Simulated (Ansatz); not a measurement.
Be₃ZnTe₄ (P-43m) at 3 levels of theory

One geometry, relaxed with PBE; plane waves with PAW potentials in Ansatz, scalar-relativistic unless the row names spin-orbit coupling. No spin polarisation but for the spin–orbit row. Gaps are the least over mesh and band path; pressure is positive in compression.

```
Be Zn Te
1.0
     5.79558    0.00000    0.00000
     0.00000    5.79558    0.00000
     0.00000    0.00000    5.79558
Be Zn Te
3 1 4
Direct
  0.00000 0.50000 0.00000
  0.00000 0.00000 0.50000
  0.50000 0.00000 0.00000
  0.50000 0.50000 0.50000
  0.23935 0.76065 0.76065
  0.23935 0.23935 0.23935
  0.76065 0.76065 0.23935
  0.76065 0.23935 0.76065
```

| level | cutoff (eV) | k mesh | gap (eV) | pressure (GPa) |
| --- | --- | --- | --- | --- |
| PBE | 420 | 6×6×6 | 1.88 | 0.0 |
| PBE with spin-orbit coupling | 420 | 6×6×6 | 1.60 | 0.0 |
| PBEsol | 420 | 6×6×6 | 1.82 | -2.0 |

Spin-orbit coupling matters for the bands of heavy elements and enters only rows that name it.

The structure comes from a generated guess; another structure or a mixture of phases may lie lower.
